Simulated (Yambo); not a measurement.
NaCaIrH6 (space group F-43m, No. 216), G0W0@LDA (Yambo, plasmon pole, terminator in G, 4×4×4 mesh): gap W → X in eV by bands and screening block.

```
bands (W and G)  2 Ry  3 Ry  4 Ry  6 Ry  7 Ry
---------------  ----  ----  ----  ----  ----
37               4.79  4.82     ?     ?  4.88
55                  ?  4.70  4.70  4.77  4.78
80               4.64  4.69  4.69  4.77  4.78
109              4.63  4.68  4.69  4.77  4.79
140              4.63  4.68  4.69  4.77  4.79
```

Task: Estimate the withheld gaps from their neighbours; the computed values follow.

Result: 
- 37, 4 Ry: 4.81
- 37, 6 Ry: 4.87
- 55, 2 Ry: 4.66

The largest settings aren't shown to be the converged limit.

Spin-orbit coupling is not included.

Geometry of the Materials Project entry, not relaxed at this level; primitive cell a = b = c = 5.110 Å, α = β = γ = 60.00°.

The structure is a Materials Project entry; no match was found in the copy of COD used, and its stability was not checked.
